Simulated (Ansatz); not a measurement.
Relaxed-ion elastic tensor of ZrN (NiAs type, space group No. 194) in GPa (Voigt order), DFT-LDA in the program Ansatz with PAW potentials; density 7.55 g/cm³, 11.56 Å³ per atom.

```
     1    2    3    4    5    6
-  ---  ---  ---  ---  ---  ---
1  526  157  144  0.0  0.0  0.0
2  157  526  144  0.0  0.0  0.0
3  144  144  567  0.0  0.0  0.0
4  0.0  0.0  0.0  137  0.0  0.0
5  0.0  0.0  0.0  0.0  137  0.0
6  0.0  0.0  0.0  0.0  0.0  185
```

Question: Is the crystal mechanically stable?

Answer: Yes: the smallest eigenvalue of C is 137 GPa.

Question: Work out the Voigt, Reuss and Hill averages.

Answer: K_V = 279, K_R = 279, K_H = 279; G_V = 170, G_R = 165, G_H = 167 GPa.

Question: Give Young's modulus, Poisson's ratio, Pugh's ratio and the universal anisotropy index.

Answer: E = 9KG/(3K + G) = 419 GPa; ν = 0.25; K/G = 1.67 (near the Pugh limit of 1.75, no verdict); A_U = 5G_V/G_R + K_V/K_R − 6 = 0.15.

Question: Estimate the sound speeds and the Debye temperature.

Answer: v_l = √((K + 4G/3)/ρ) = 8150 m/s, v_t = √(G/ρ) = 4710 m/s, mean 5230 m/s; Θ = (h/k)(3n/4πV)^(1/3) v_m = 688 K.

Question: How much does each axis shrink under pressure?

Answer: Linear compressibilities β_i = Σ_j S_ij (j = 1 to 3): x 1.2, y 1.2, z 1.1 per TPa.

Space group P6_3/mmc (NiAs type). The first step of the workflow began from a Materials Project structure, measured or hypothetical; the Crystallography Open Database copy checked does not list it. It is not the phase usual at ambient conditions (space group No. 225). Symmetry was held in the LDA relaxation; of distortions, only those at the zone centre were tested. The run is not spin-polarised. As this level gives no gap, shear constants depend on the k-mesh and smearing (Fermi–Dirac, 0.1 eV here).

Potentials: the later of the program's two PAW sets.
